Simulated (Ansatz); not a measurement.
TiAl:
Space group P-6m2 (No. 187); a = 2.850 Å, b = 2.850 Å, c = 4.617 Å, α = 90.00°, β = 90.00°, γ = 120.00°

```
atom  site  symmetry       x       y       z
----  ----  --------  ------  ------  ------
Ti      1a      -6m2  0.0000  0.0000  0.0000
Al      1d      -6m2  0.3333  0.6667  0.5000
```

Relaxed at zero pressure with plane-wave PAW PBEsol (Ansatz code).

**Question.** The volume is raised by 6 % and shape and atoms relax at that volume. What pressure results, and how do the axes share the change?

**Answer.** -5.8 GPa; a 2.2 %, b 2.2 %, c 1.4 %; the energy rises by 18 meV/atom.

**Question.** Give the new structure.

**Answer.** 
Space group P-6m2 (No. 187); a = 2.9135 Å, b = 2.9135 Å, c = 4.6816 Å, α = 90.00°, β = 90.00°, γ = 120.00°

```csv
atom,site,symmetry,x,y,z
Ti,1a,-6m2,0.0000,0.0000,0.0000
Al,1d,-6m2,0.3333,0.6667,0.5000
```

The phase is kept; no other phase was compared at this pressure.

The first step of the workflow began from a Materials Project structure, measured or hypothetical; the Crystallography Open Database copy checked does not list it. With Ti and Al taken as one species the cell has the higher symmetry P6_3/mmc, so it may be an ordered model of a mixed-site phase. It is not the phase usual at ambient conditions (space group No. 123). Symmetry was held in the PBEsol relaxation; of distortions, only those at the zone centre were tested. No spin polarisation was allowed. Axis ratios of metals converge slowly with the k-mesh, so a and c are less sure than the volume.

Potentials: the later of the program's two PAW sets.
